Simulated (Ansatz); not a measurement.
Ansatz (a quantum-chemistry and plane-wave program) input:

Ansatz 0.2 input:
```yaml
crystal:
  lattice:
    - [3.2793504711, 0.0, 0.0]
    - [-1.6396752355, 2.8400008159, 0.0]
    - [0.0, 0.0, 5.2936925846]
  atoms:
    - { symbol: Zn, position: [0.6666666667, 0.3333333333, 0.0021289826] }
    - { symbol: Zn, position: [0.3333333333, 0.6666666667, 0.5021289826] }
    - { symbol: O, position: [0.6666666667, 0.3333333333, 0.6230710174] }
    - { symbol: O, position: [0.3333333333, 0.6666666667, 0.1230710174] }
kpoints:
  mp_grid: { grid: [7, 7, 4] }
hamiltonian:
  xc: hse06
  pseudopotentials: { kind: paw }
scf:
  n_extra_bands: 6
  occupations: { method: fixed }
output:
  eigenvalues: true
  eigenstates:
    e_range: [-9.0, 9.1]
    kpoints:
      - [0.0, 0.0, 0.0]  # VBM
      - [0.0, 0.0, 0.0]  # CBM
      - [0.0, 0.0, 0.0]  # GAMMA
      - [0.0, 0.0, 0.5]  # A
      - [0.3333333333, 0.3333333333, 0.0]  # K
      - [0.3333333333, 0.3333333333, 0.5]  # H
      - [0.5, 0.0, 0.0]  # M
      - [0.5, 0.0, 0.5]  # L
```

Output (shortened):

```
Pseudopotential: Zn, paw, valence charge 12
Pseudopotential: O, paw, valence charge 6
Functional definition: HSE06
davidson cushion auto → on  (no smearing: the cushion is to keep the highest requested band from converging to the state above it …
Crystal: 4 atoms, lattice volume = 49.302 Å³
Basis set: ecut = 420 eV, 989 PW (Γ)
Bands: 24, of which v1, the nominal top of the filled ones, is band 18 counted from 1 (17 counted from 0)
Symmetry: 12 space group operations
Space group: P63mc (ITA 186), of the structure as read, at distance tolerance 3.7e-5 Å
k-points: 24 of 196 (time reversal used)
SCF iter   1: F=—  HF=-7773.703525 eV  |F-HF|=—  |Δ(HF+E_count)|=         —  Δρ=2.20e-3  dr2=1.34e-3  ethr=1.77e-3  ⟨swp⟩=9.4  Hψ=2972  notcnv=0
preconditioner: auto → none
SCF iter   2: F=—  HF=-7773.703695 eV  |F-HF|=—  |Δ(HF+E_count)|=   1.70e-4  Δρ=1.43e-3  dr2=6.20e-4  ethr=3.72e-6  ⟨swp⟩=4.1  Hψ=2284  notcnv=0
iter 3 solved again at ethr=3.33e-8 eV; its pass at ethr=1.72e-6 eV (dr2=1.20e-5 eV) is discarded
SCF iter   3: F=-7773.703508 eV  HF=-7773.703442 eV  |F-HF|=6.64e-5  |Δ(HF+E_count)|=   2.53e-4  Δρ=2.78e-4  dr2=1.21e-5  ethr=3.33e-8  ⟨swp⟩=3.0  Hψ=3033  notcnv=0
SCF 1 stopped early in 3 iterations: F = -7773.703508 eV  dr2 = 1.21e-5
Crystal: 4 atoms, lattice volume = 49.302 Å³
Exchange kernel: α = 0.2500, screened, ω = 0.2079 Å⁻¹, Wigner–Seitz truncation, v(0) = 1046.3682 eV·Å³, q-mesh 7×7×4, nearest image of the exchange supercell L …
Frozen-core exchange: fock
SCF iter   1: F=—  HF=-7773.437510 eV  |F-HF|=—  |Δ(HF+E_count)|=         —  Δρ=2.61e-2  dr2=1.85e-1  ethr=3.36e-7  ⟨swp⟩=7.0  Hψ=3284  notcnv=0
preconditioner: auto → none
SCF iter   2: F=—  HF=-7773.379314 eV  |F-HF|=—  |Δ(HF+E_count)|=   5.82e-2  Δρ=4.72e-3  dr2=7.55e-3  ethr=3.36e-7  ⟨swp⟩=5.0  Hψ=2832  notcnv=0
SCF iter   3: F=—  HF=-7773.395459 eV  |F-HF|=—  |Δ(HF+E_count)|=   1.61e-2  Δρ=5.75e-3  dr2=8.17e-3  ethr=3.36e-7  ⟨swp⟩=4.9  Hψ=2478  notcnv=0
SCF iter   4: F=—  HF=-7773.394181 eV  |F-HF|=—  |Δ(HF+E_count)|=   1.28e-3  Δρ=2.18e-3  dr2=1.05e-3  ethr=3.36e-7  ⟨swp⟩=4.0  Hψ=2169  notcnv=0
SCF iter   5: F=—  HF=-7773.395465 eV  |F-HF|=—  |Δ(HF+E_count)|=   1.28e-3  Δρ=1.16e-3  dr2=4.47e-4  ethr=3.36e-7  ⟨swp⟩=4.0  Hψ=2087  notcnv=0
SCF iter   6: F=—  HF=-7773.395343 eV  |F-HF|=—  |Δ(HF+E_count)|=   1.22e-4  Δρ=5.81e-4  dr2=1.60e-4  ethr=3.36e-7  ⟨swp⟩=3.8  Hψ=1897  notcnv=0
SCF iter   7: F=-7773.395298 eV  HF=-7773.395298 eV  |F-HF|=2.56e-8  |Δ(HF+E_count)|=   4.53e-5  Δρ=4.18e-5  dr2=1.75e-6  ethr=3.36e-7  ⟨swp⟩=3.0  Hψ=1470  notcnv=0
SCF 2 stopped early in 7 iterations: F = -7773.395298 eV  dr2 = 1.75e-6
hybrid outer 1: dexx = +2.494e-2 eV, tail = 9.25e-5 eV
Crystal: 4 atoms, lattice volume = 49.302 Å³
Exchange kernel: α = 0.2500, screened, ω = 0.2079 Å⁻¹, Wigner–Seitz truncation, v(0) = 1046.3682 eV·Å³, q-mesh 7×7×4, nearest image of the exchange supercell L …
Frozen-core exchange: fock
SCF iter   1: F=—  HF=-7773.394009 eV  |F-HF|=—  |Δ(HF+E_count)|=         —  Δρ=1.59e-4  dr2=8.64e-6  ethr=1.28e-6  ⟨swp⟩=3.0  Hψ=1366  notcnv=0
preconditioner: auto → none
iter 2 solved again at ethr=2.81e-10 eV; its pass at ethr=1.90e-8 eV (dr2=1.01e-7 eV) is discarded
SCF iter   2: F=—  HF=-7773.394010 eV  |F-HF|=—  |Δ(HF+E_count)|=   6.73e-7  Δρ=2.11e-5  dr2=3.84e-7  ethr=2.81e-10  ⟨swp⟩=2.3  Hψ=3260  notcnv=0
SCF iter   3: F=—  HF=-7773.394012 eV  |F-HF|=—  |Δ(HF+E_count)|=   1.66e-6  Δρ=2.06e-5  dr2=1.33e-7  ethr=2.79e-10  ⟨swp⟩=4.1  Hψ=2319  notcnv=0
SCF iter   4: F=-7773.394012 eV  HF=-7773.394012 eV  |F-HF|=1.86e-10  |Δ(HF+E_count)|=   2.68e-8  Δρ=2.07e-6  dr2=5.64e-9  ethr=2.79e-10  ⟨swp⟩=3.0  Hψ=1592  notcnv=0
SCF 3 converged in 4 iterations: F = -7773.394012 eV  dr2 = 5.64e-9
hybrid outer 2: dexx = +1.551e-6 eV, tail = 4.06e-8 eV, Δε = 5.05e-3 eV (about 1.31e-4 eV left of the loop's levels)
NSCF: frozen V_eff on 8 k-points
hybrid SCF converged: 2 outer / 11 inner (+3 warm-up), last move |dexx| = 1.55e-6 eV, tail = 4.06e-8 eV
Stability not checked (fock_operator)
Free energy (F): -7773.394011 eV
Frozen-core exchange: fock
Harris-Foulkes:  -7773.394011 eV  (|F-HF|=1.86e-10)
Internal energy: -7773.394011 eV  (E = F + TS)
E sigma→0 (E₀):  -7773.394011 eV
Fermi energy:    5.446904 eV
--- Per-component energies (eV) ---
  E_band       = -22.686786
  E_kinetic    = 611.232998
  E_local      = -4076.962778  (includes V_loc(G=0)·N_el)
  E_nonlocal   = 1341.503177
  E_hartree    = 1684.697032
  E_xc         = -333.407027
  E_vxc        = -229.841852  (∫ρ·V_xc dr)
  E_exx        = -122.501299  (= α·E_x^exact, valence–valence)
  E_paw        = -3950.921289  (= ΣΔE_a)
  E_vpaw       = -793.014855  (= ΣTr[D̂ρ^β])
  E_aug_tail   = 0.004124  (compensation charges beyond the density's cutoff)
  E_ewald      = -2928.266963
  E_core_change = 1.228014  (= ΣΔE_core)
  E_smearing   =  0.000000  (= −TS)
  E_closure    = 0.000000  (closes the sum)
  Σ components = -7773.394011   (vs F -7773.394011, Δ=0.00e0)
  [band-id]    e_kinetic+e_local+e_nonlocal+2·e_hartree+e_vxc+2·e_exx+e_vpaw+e_augmentation_tail = -22.687720   (vs E_band -22.686786, Δ=-9.34e-4)
--- Band table (eV; the first three rows and the last of 24) ---
  k-point 0: bands = ["-13.7381", "-13.0487", "-1.1183", "-1.1183", "-1.0912", "-0.9388", "-0.9388", "-0.2636", "-0.1852", "-0.1852", "-0.0070", "-0.0070", "0.5364", "4.6484", "4.6484", "5.3828", "5.4469", "5.4469", "7.8779", "12.5452", "15.5783", "20.3225", …
  k-point 1: bands = ["-13.6410", "-13.1536", "-1.1259", "-1.1028", "-1.1028", "-0.9768", "-0.9768", "-0.7842", "-0.1504", "-0.1504", "-0.0237", "-0.0237", "1.5016", "4.4720", "4.7673", "4.7673", "5.3320", "5.3320", "8.9147", "11.9804", "16.0597", "19.6696", …
  k-point 2: bands = ["-13.4012", "-13.4012", "-1.1056", "-1.1056", "-1.0505", "-1.0505", "-1.0505", "-1.0505", "-0.0781", "-0.0781", "-0.0781", "-0.0781", "2.9834", "2.9834", "5.0522", "5.0522", "5.0522", "5.0522", "10.5928", "10.5928", "17.4611", "17.4611", …
  k-point 23: bands = ["-12.9306", "-12.9306", "-0.9691", "-0.9691", "-0.7709", "-0.7709", "-0.4499", "-0.4499", "-0.1193", "-0.1193", "0.2360", "0.2360", "1.4463", "1.4463", "2.8478", "2.8478", "4.2064", "4.2064", "14.3526", "14.3526", "15.9916", "15.9916", …
```

Cost: roughly 2.6 core-minutes on shared cores.

The points marked VBM and CBM come from a semilocal run.

Space group P6_3mc (wurtzite). The cell was relaxed with PBE under the symmetry of its start; phonons on a q-mesh show no instability.

Potentials: the later of the program's two PAW sets.

Ansatz is a plane-wave DFT program.
